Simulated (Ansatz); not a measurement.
Pt:
```cif
data_Pt8
_chemical_formula_sum 'Pt8'
_space_group_name_H-M_alt 'Fd-3m :1'
_space_group_IT_number 227
_space_group_name_Hall 'F 4d 2 3 -1d'
_cell_length_a 5.68780
_cell_length_b 5.68780
_cell_length_c 5.68780
_cell_angle_alpha 90.000
_cell_angle_beta 90.000
_cell_angle_gamma 90.000
loop_
_atom_site_label
_atom_site_type_symbol
_atom_site_symmetry_multiplicity
_atom_site_Wyckoff_symbol
_atom_site_fract_x
_atom_site_fract_y
_atom_site_fract_z
_atom_site_occupancy
Pt1 Pt 8 b 0.50000 0.50000 0.50000 1
```
(The calculation used a cell of 2 atoms; values per cell refer to that cell.)

Relaxed with the program Ansatz at the PBEsol level (PAW). Indices refer to the conventional cell of Fd-3m, a = b = c = 5.6878 Å, α = β = γ = 90.00°.

Task: Simulate the powder diffraction pattern (Cu Kα, λ = 1.54184 Å; lines above 1 %) up to 2θ = 90°.

Result: Simulated powder pattern, Cu Kα, λ = 1.54184 Å (kinematic, ideal powder, no thermal factors, no anomalous dispersion; the 30 strongest lines at most, above 1 %, up to 2θ = 90°):

| 2θ (°) | d (Å) | I/Imax (%) | hkl |
|---|---|---|---|
| 27.16 | 3.284 | 100 | (111) |
| 45.08 | 2.011 | 78 | (220) |
| 53.43 | 1.715 | 48 | (311) |
| 65.66 | 1.422 | 13 | (400) |
| 72.43 | 1.305 | 20 | (331) |
| 83.21 | 1.161 | 28 | (422) |
| 89.54 | 1.095 | 16 | (511)+(333) |

The start of the workflow was typed in or built on a structure type; neither database checked (COD, Materials Project) lists it. It is not the phase usual at ambient conditions (space group No. 225). Symmetry was held in the PBEsol relaxation. At this level the phase is mechanically unstable. The run is not spin-polarised. Scalar-relativistic: spin–orbit coupling is off unless named, which matters more the heavier the elements.

Potentials: the later of the program's two PAW sets.
